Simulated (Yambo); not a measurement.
A G0W0@LDA run in Yambo for KScMo₂O₈ (space group P-3m1, No. 164) (3×3×2 Γ-centred k mesh, bands 4 to 249 and a 6 Ry block in the screening, 249 bands in G with the Bruneval-Gonze terminator, plasmon pole fitted at 27.2 eV) gives these matrix elements, in eV, at the band edges (Γ → Γ):

```csv
state,E0,<Vxc>,<Σx>,<Σc(E0)>,Z
valence edge,0.000,-19.419,-24.454,4.098,0.771
conduction edge,3.397,-17.879,-12.046,-3.608,0.813
```

Problem. Solve the linearised quasiparticle equation for both states, give the gap, and say how exchange and correlation each act on it.

Solution. E = E0 + Z(Σx + Σc − Vxc). Valence: 0.000 + 0.771 × (-24.454 + (4.098) − (-19.419)) = -0.72 eV. Conduction: 3.397 + 0.813 × (-12.046 + (-3.608) − (-17.879)) = 5.20 eV. The gap is 5.93 eV, against 3.40 eV in LDA. Replacing Vxc by bare exchange alone would open it by 10.87 eV; correlation takes back 7.71 eV of that, and Z scales what is left. Nearest settings tried, and what they do to the gap: 168 bands in W, 168 bands in G: +51 meV; 5 Ry block (287 vectors against 401): +0 meV. Not varied: mesh. So the settings aren't converged at that level. Spin-orbit splittings are left out.

Geometry of the Materials Project entry, not relaxed at this level; primitive cell a = b = 5.8850 Å, c = 7.4049 Å, α = β = 90.00°, γ = 120.00°.

The structure is a Materials Project entry; no match was found in the copy of COD used, and its stability was not checked.
